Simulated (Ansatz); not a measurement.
NiP:
```
NiP
1.0
    4.79893     0.00000     0.00000
    0.00000     6.87532     0.00000
    0.00000     0.00000     5.93963
Ni P
8 8
Direct
  0.98545   0.09950   0.30587
  0.01455   0.90050   0.69413
  0.51455   0.90050   0.80587
  0.48545   0.09950   0.19413
  0.48545   0.40050   0.69413
  0.51455   0.59950   0.30587
  0.01455   0.59950   0.19413
  0.98545   0.40050   0.80587
  0.82451   0.38259   0.44079
  0.17549   0.61741   0.55921
  0.67549   0.61741   0.94079
  0.32451   0.38259   0.05921
  0.32451   0.11741   0.55921
  0.67549   0.88259   0.44079
  0.17549   0.88259   0.05921
  0.82451   0.11741   0.94079
```

Relaxed with PBEsol. Special points in fractions of this cell's reciprocal vectors: Γ (0.000, 0.000, 0.000); X (0.500, 0.000, 0.000); S (0.500, 0.500, 0.000); Y (0.000, 0.500, 0.000); Z (0.000, 0.000, 0.500); U (0.500, 0.000, 0.500); R (0.500, 0.500, 0.500); T (0.000, 0.500, 0.500).

List the band energies nearest the Fermi level at these points for DFT-PBEsol in the program Ansatz with PAW potentials.

In eV from the Fermi level; about four levels below and three above (degenerate sets whole), none deeper than 8.9 eV; points with the same levels are listed once.

```csv
k,below,above
Γ,-0.89 -0.73 -0.32 -0.24,0.75 0.86 1.11
X,-0.63 -0.63 -0.02 -0.02,0.96 0.96 1.17 1.17
S,-0.56 -0.56 -0.56 -0.56,0.95 0.95 0.95 0.95
Y,-0.42 -0.42 -0.04 -0.04,0.53 0.53 1.16 1.16
Z,-0.38 -0.38 -0.02 -0.02,0.36 0.36 1.45 1.45
U,-0.01 -0.01 -0.01 -0.01,1.24 1.24 1.24 1.24
R,-0.92 -0.92 -0.92 -0.92,0.63 0.63 0.63 0.63
T,-0.68 -0.68 -0.68 -0.68,0.59 0.59 0.59 0.59
```

Space group Pbca. The workflow started from a Materials Project entry (that database holds measured and hypothetical structures alike); the Crystallography Open Database files this formula in space group No. 61, but the cells were not matched. Its standing as an ambient phase is unchecked. The PBEsol relaxation kept the symmetry of its start; whether a distortion lowers the energy is not shown. The run is not spin-polarised.

Potentials: the later of the program's two PAW sets.
